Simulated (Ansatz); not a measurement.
ZrGa3 in space group I4/mmm (No. 139; Zr on 4e, Ga on 4c, Ga on 4d, Ga on 4e), r²SCAN (plane waves, PAW; program Ansatz), all energies at zero smearing, with the estimated change up to a 700 eV cutoff added, with one set of potentials and settings (totals compare only within such a set). Cell of 8 atoms (2 Zr, 6 Ga): -31135.858 eV.

```json
[
 {"element": "Zr", "reference phase": "P6_3/mmc, 2 atoms in the cell", "E (eV/atom)": "-4195.0260"},
 {"element": "Ga", "reference phase": "Cmce, 4 atoms in the cell", "E (eV/atom)": "-3790.2689"}
]
```

Formation energy per atom, worked out: (-31135.858 − 2×(-4195.0260) − 6×(-3790.2689))/8 = -0.524 eV/atom (-51 kJ per mol of atoms), at 0 K, without zero-point energy or fitted corrections.

The first step of the workflow began from a Materials Project structure, measured or hypothetical; the Crystallography Open Database files this formula in space group No. 139, but the cells were not matched. Its standing as an ambient phase is unchecked. Symmetry was held in the r²SCAN relaxation; its stability against distortions is not shown here. No spin polarisation was allowed. The references are the lowest solids computed at this level, not always the standard phases.

Potentials: the later of the program's two PAW sets.
